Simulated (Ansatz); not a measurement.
CoH$_{4}$Cl$_{2}$O$_{2}$:
```
CoH4Cl2O2
1.0
    3.64996     4.20515     0.00000
   -3.64996     4.20515     0.00000
   -0.50234     0.00000     3.47598
Co H Cl O
1 4 2 2
Direct
  0.00000   0.00000   0.00000
  0.60238   0.78391   0.84873
  0.39762   0.21609   0.15127
  0.78391   0.60238   0.15127
  0.21609   0.39762   0.84873
  0.23845   0.76155   0.56839
  0.76155   0.23845   0.43161
  0.23870   0.23870   0.00000
  0.76130   0.76130   0.00000
```
The run is spin-polarised; directions of the spins, atom by atom: ↑ 0 0 0 0 0 0 0 0.

Relaxed with r²SCAN+D4.

### Question
Map the electron localisation function on the plane through (0.000, 0.000, 0.000) spanned by u = [0, 0, 1] and v = [1, -1, 0] in lattice vectors, from plane-wave PAW r²SCAN+D4 (Ansatz code).

### Answer
x is the fraction of u, y of v (the angle between them is 98°; rows are the nearest grid lines); atoms in the plane: Co at (0.00, 0.00), Cl at (0.57, 0.24), Cl at (0.43, 0.76).
```
y \ x   0.000  0.111  0.167  0.278  0.389  0.444  0.556  0.611  0.722  0.833  0.889   1.00
------  -----  -----  -----  -----  -----  -----  -----  -----  -----  -----  -----  -----
1.00    0.987  0.837  0.554  0.235  0.093  0.069  0.069  0.093  0.235  0.554  0.837  0.987
0.917   0.425  0.160  0.096  0.252  0.625  0.677  0.631  0.499  0.100  0.128  0.261  0.425
0.833   0.092  0.372  0.699  0.876  0.812  0.773  0.846  0.874  0.749  0.166  0.092  0.092
0.778   0.130  0.709  0.832  0.821  0.333  0.221  0.730  0.851  0.818  0.299  0.090  0.130
0.694   0.168  0.712  0.811  0.851  0.797  0.803  0.862  0.858  0.711  0.125  0.030  0.168
0.611   0.078  0.452  0.617  0.780  0.820  0.812  0.729  0.633  0.241  0.018  0.011  0.078
0.528   0.007  0.029  0.058  0.123  0.100  0.067  0.023  0.015  0.009  0.006  0.005  0.007
0.472   0.007  0.005  0.006  0.009  0.015  0.023  0.067  0.100  0.123  0.058  0.029  0.007
0.389   0.078  0.011  0.018  0.241  0.633  0.729  0.812  0.820  0.780  0.617  0.452  0.078
0.306   0.168  0.030  0.125  0.711  0.858  0.862  0.803  0.797  0.851  0.811  0.712  0.168
0.222   0.130  0.090  0.299  0.818  0.851  0.730  0.221  0.333  0.821  0.832  0.709  0.130
0.167   0.092  0.092  0.166  0.749  0.874  0.846  0.773  0.812  0.876  0.699  0.372  0.092
0.0833  0.425  0.261  0.128  0.100  0.499  0.631  0.677  0.625  0.252  0.096  0.160  0.425
0.000   0.987  0.837  0.554  0.235  0.093  0.069  0.069  0.093  0.235  0.554  0.837  0.987
```

The density is the valence pseudo-density with augmentation charge, so density and ELF within about 1 Å of a nucleus are not all-electron values.

Space group C2/m. The first step of the workflow began from a Materials Project structure, measured or hypothetical; the Crystallography Open Database files this formula in space group No. 12, but the cells were not matched. Its standing as an ambient phase is unchecked. Symmetry was held in the r²SCAN+D4 relaxation; its stability against distortions is not shown here. The final state is ferromagnetic, the only order run, not a proven ground state. The cell computed holds one magnetic atom, so no antiferromagnetic order was within reach. Other orbital occupations within this spin state were not tried. No Hubbard U is applied.

Potentials: the later of the program's two PAW sets.
